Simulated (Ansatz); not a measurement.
SiGe:
```
SiGe
1.0
    3.95960     0.00000     0.00000
    0.00000     3.96615     0.00000
    0.00000     0.00000     5.59585
Si Ge
2 2
Direct
  0.75000   0.00000   0.88095
  0.25000   0.00000   0.11905
  0.25000   0.50000   0.36854
  0.75000   0.50000   0.63146
```

Relaxed with PBE. Special points in fractions of this cell's reciprocal vectors: Γ (0.000, 0.000, 0.000); X (0.500, 0.000, 0.000); S (0.500, 0.500, 0.000); Y (0.000, 0.500, 0.000); Z (0.000, 0.000, 0.500); U (0.500, 0.000, 0.500); R (0.500, 0.500, 0.500); T (0.000, 0.500, 0.500).

### Question
List the band energies nearest the valence-band maximum at these points for PBE with spin–orbit coupling (plane waves, PAW; program Ansatz).

### Answer
In eV from the valence-band maximum; about four levels below and three above (degenerate sets whole), none deeper than 8.9 eV; points with the same levels are listed once.

| k | below | above |
|---|---|---|
| Γ | -0.07 -0.07 0.00 0.00 | 0.56 0.56 0.77 0.77 |
| X | -1.49 -1.49 -1.49 -1.49 | 2.11 2.11 2.11 2.11 |
| S | -2.88 -2.88 -2.88 -2.88 | 0.38 0.38 0.38 0.38 |
| Y | -1.80 -1.80 -1.16 -1.16 | 1.77 1.77 2.47 2.47 |
| Z | -1.96 -1.96 -1.69 -1.69 | 0.71 0.71 1.23 1.23 |
| U | -1.31 -1.31 -1.31 -1.31 | 0.65 0.65 0.65 0.65 |
| R | -3.80 -3.80 -3.80 -3.80 | 4.15 4.15 4.15 4.15 |
| T | -1.31 -1.31 -0.96 -0.96 | 0.23 0.23 1.09 1.09 |

Space group Pmma. The start of the workflow was typed in or built on a structure type; neither database checked (COD, Materials Project) lists it. Its standing as an ambient phase is unchecked. The PBE relaxation kept the symmetry of its start; whether a distortion lowers the energy is not shown.

Potentials: the earlier of the program's two PAW sets.
